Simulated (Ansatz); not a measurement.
## Stress against strain in Tl

```yaml
crystal:
  lattice:
    - [3.45600, 0.00000, 0.00000]
    - [-1.72800, 2.99298, 0.00000]
    - [0.00000, 0.00000, 5.52500]
  atoms:
    - { symbol: Tl, position: [0.33333, 0.66667, 0.25000] }
    - { symbol: Tl, position: [0.66667, 0.33333, 0.75000] }
```

Atoms are numbered in the order listed.

The cell is a measured one (Crystallography Open Database entry 9008519); the temperature and pressure of the measurement aren't taken into account, and nothing was relaxed.

Spin–orbit coupling is left out, though it moves levels of the heavy atoms by tenths of an eV or more.

Level of theory: DFT, LDA, all-electron LAPW, scalar-relativistic in Ansatz 0.2.0.

Settings: a Γ-centred 11×11×6 k mesh, Fermi–Dirac smearing of 0.05 eV, basis error target 0.5 meV/atom, no spin polarisation.

The strain is applied along the Cartesian axes of the cell as listed (the other components stay zero). Fractional coordinates are held (clamped ions).

σ is the change of stress from the unstrained cell, which is at -1.77 GPa; tension is positive, so slopes are stress–strain coefficients at that pressure. In a metal the k mesh adds noise.

Only quantities that a quadratic follows smoothly over the whole series are listed; rougher ones are left out.

```tsv
εzz	σzz (GPa)	σxx (GPa)
-0.0200	-1.25	-0.62
0.0000	0.00	0.00
0.0100	0.58	0.26
0.0200	1.16	0.46
```

Problem. Fit the series and read off the stiffness at zero strain.

Solution. Least-squares fits y = p0 + p1 x + p2 x² to the rows give σzz (GPa): p1 = 60.2, p2 = -100; σxx (GPa): p1 = 27.1, p2 = -210. So C33 = 60 GPa and C13 = 27 GPa, for these axes.

Problem. One run, at εzz = -0.0100, is withheld. Predict its row.

Solution. The fits give -0.62, -0.29; the run gave -0.60, -0.30.
